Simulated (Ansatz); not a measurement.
CsSnI3:
```yaml
crystal:
  lattice:
    - [6.27144, 0.00000, 0.00000]
    - [0.00000, 6.27144, 0.00000]
    - [0.00000, 0.00000, 6.27144]
  atoms:
    - { symbol: Cs, position: [0.00000, 0.00000, 0.00000] }
    - { symbol: I, position: [0.00000, 0.50000, 0.50000] }
    - { symbol: I, position: [0.50000, 0.00000, 0.50000] }
    - { symbol: I, position: [0.50000, 0.50000, 0.00000] }
    - { symbol: Sn, position: [0.50000, 0.50000, 0.50000] }
```

The program Ansatz at the PBE level (PAW) gives a gap of 0.46 eV without spin–orbit coupling, maximum at R, minimum at R.

**Question.** What happens when spin–orbit coupling is switched on?

**Answer.** The gap decreases by 0.42 eV, to 0.04 eV; maximum at R, minimum at R.

Space group Pm-3m (cubic perovskite). This is a known high-temperature phase of the composition, computed here at zero pressure and temperature. The PBE relaxation kept the symmetry of its start; of distortions, only those at the zone centre were tested.

Potentials: the later of the program's two PAW sets.
